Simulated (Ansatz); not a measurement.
SrZrO3:
```cif
data_O3SrZr
_chemical_formula_sum 'Sr1 Zr1 O3'
_space_group_name_H-M_alt 'P4mm'
_space_group_IT_number 99
_space_group_name_Hall 'P 4 -2'
_cell_length_a 4.07339
_cell_length_b 4.07339
_cell_length_c 4.16333
_cell_angle_alpha 90.000
_cell_angle_beta 90.000
_cell_angle_gamma 90.000
loop_
_atom_site_label
_atom_site_type_symbol
_atom_site_symmetry_multiplicity
_atom_site_Wyckoff_symbol
_atom_site_fract_x
_atom_site_fract_y
_atom_site_fract_z
_atom_site_occupancy
Sr1 Sr 1 b 0.50000 0.50000 0.55627 1
Zr1 Zr 1 a 0.00000 0.00000 0.00555 1
O1 O 1 a 0.00000 0.00000 0.48342 1
O2 O 2 c 0.00000 0.50000 0.94939 1
```

Relaxed with LDA.

Problem. Which orbitals make up the states near the band edges in LDA (plane waves, PAW; program Ansatz)?

Solution. Top 1 eV of the valence band: O 2p 94 %. Bottom 1 eV of the conduction band: Zr 4d 84 %, O 2p 8 %, outside the projected shells 8 %. Projections are on Löwdin-orthogonalised atomic valence shells; empty p or d shells of many metals are not among them.

Problem. Tabulate the density of states.

Solution. States/eV per cell of 5 atoms, in 0.25 eV bins, energy from the valence-band maximum.

| E (eV) | total | O 2p | Zr 4d | Sr 5s |
|---|---|---|---|---|
| -7.90 | 0.00 | 0.00 | 0.00 | 0.00 |
| -7.65 | 0.00 | 0.00 | 0.00 | 0.00 |
| -7.40 | 0.00 | 0.00 | 0.00 | 0.00 |
| -7.15 | 0.00 | 0.00 | 0.00 | 0.00 |
| -6.90 | 0.00 | 0.00 | 0.00 | 0.00 |
| -6.65 | 0.00 | 0.00 | 0.00 | 0.00 |
| -6.40 | 0.00 | 0.00 | 0.00 | 0.00 |
| -6.15 | 0.00 | 0.00 | 0.00 | 0.00 |
| -5.90 | 0.00 | 0.00 | 0.00 | 0.00 |
| -5.65 | 0.00 | 0.00 | 0.00 | 0.00 |
| -5.40 | 0.00 | 0.00 | 0.00 | 0.00 |
| -5.15 | 0.00 | 0.00 | 0.00 | 0.00 |
| -4.90 | 0.00 | 0.00 | 0.00 | 0.00 |
| -4.65 | 0.00 | 0.00 | 0.00 | 0.00 |
| -4.40 | 0.00 | 0.00 | 0.00 | 0.00 |
| -4.15 | 0.18 | 0.11 | 0.05 | 0.01 |
| -3.90 | 3.46 | 2.33 | 0.92 | 0.08 |
| -3.65 | 4.79 | 3.32 | 1.09 | 0.10 |
| -3.40 | 4.20 | 2.97 | 0.89 | 0.08 |
| -3.15 | 4.12 | 2.98 | 0.84 | 0.06 |
| -2.90 | 4.21 | 3.12 | 0.79 | 0.05 |
| -2.65 | 5.14 | 3.92 | 0.90 | 0.04 |
| -2.40 | 5.15 | 4.06 | 0.78 | 0.02 |
| -2.15 | 4.42 | 3.66 | 0.47 | 0.02 |
| -1.90 | 3.69 | 3.18 | 0.24 | 0.02 |
| -1.65 | 3.96 | 3.48 | 0.17 | 0.06 |
| -1.40 | 4.92 | 4.42 | 0.15 | 0.08 |
| -1.15 | 4.79 | 4.41 | 0.13 | 0.02 |
| -0.90 | 5.06 | 4.68 | 0.14 | 0.02 |
| -0.65 | 7.70 | 7.17 | 0.19 | 0.02 |
| -0.40 | 4.41 | 4.21 | 0.05 | 0.01 |
| -0.15 | 1.79 | 1.75 | 0.00 | 0.00 |
| 0.10 | 0.02 | 0.02 | 0.00 | 0.00 |
| 0.35 | 0.00 | 0.00 | 0.00 | 0.00 |
| 0.60 | 0.00 | 0.00 | 0.00 | 0.00 |
| 0.85 | 0.00 | 0.00 | 0.00 | 0.00 |
| 1.10 | 0.00 | 0.00 | 0.00 | 0.00 |
| 1.35 | 0.00 | 0.00 | 0.00 | 0.00 |
| 1.60 | 0.00 | 0.00 | 0.00 | 0.00 |
| 1.85 | 0.00 | 0.00 | 0.00 | 0.00 |
| 2.10 | 0.00 | 0.00 | 0.00 | 0.00 |
| 2.35 | 0.00 | 0.00 | 0.00 | 0.00 |
| 2.60 | 0.00 | 0.00 | 0.00 | 0.00 |
| 2.85 | 0.00 | 0.00 | 0.00 | 0.00 |
| 3.10 | 0.00 | 0.00 | 0.00 | 0.00 |
| 3.35 | 0.01 | 0.00 | 0.01 | 0.00 |
| 3.60 | 0.15 | 0.00 | 0.13 | 0.00 |
| 3.85 | 0.34 | 0.02 | 0.30 | 0.00 |
| 4.10 | 0.66 | 0.05 | 0.55 | 0.00 |
| 4.35 | 1.31 | 0.13 | 1.06 | 0.00 |
| 4.60 | 1.59 | 0.17 | 1.23 | 0.02 |
| 4.85 | 1.82 | 0.23 | 1.27 | 0.07 |
| 5.10 | 2.16 | 0.30 | 1.41 | 0.11 |
| 5.35 | 2.77 | 0.42 | 1.66 | 0.19 |
| 5.60 | 3.46 | 0.54 | 1.94 | 0.24 |
| 5.85 | 4.49 | 0.70 | 2.31 | 0.30 |
| 6.10 | 4.87 | 0.70 | 2.16 | 0.37 |
| 6.35 | 3.50 | 0.39 | 1.01 | 0.36 |
| 6.60 | 4.43 | 0.43 | 0.86 | 0.43 |
| 6.85 | 3.91 | 0.42 | 0.72 | 0.37 |
| 7.10 | 2.45 | 0.20 | 0.35 | 0.14 |
| 7.35 | 2.93 | 0.25 | 0.47 | 0.18 |
| 7.60 | 2.87 | 0.25 | 0.44 | 0.20 |
| 7.85 | 2.56 | 0.20 | 0.33 | 0.17 |
| 8.10 | 3.92 | 0.24 | 0.43 | 0.15 |

The workflow started from a Materials Project entry (that database holds measured and hypothetical structures alike); the Crystallography Open Database copy checked does not list it. COD files the formula under space group No. 62, 63, 221, so this cell is another polymorph or a model. Its standing as an ambient phase is unchecked. Symmetry was held in the LDA relaxation. At this level the phase is dynamically unstable (imaginary phonons). The run is not spin-polarised. Scalar-relativistic: spin–orbit coupling is off unless named, which matters more the heavier the elements.

Potentials: the later of the program's two PAW sets.
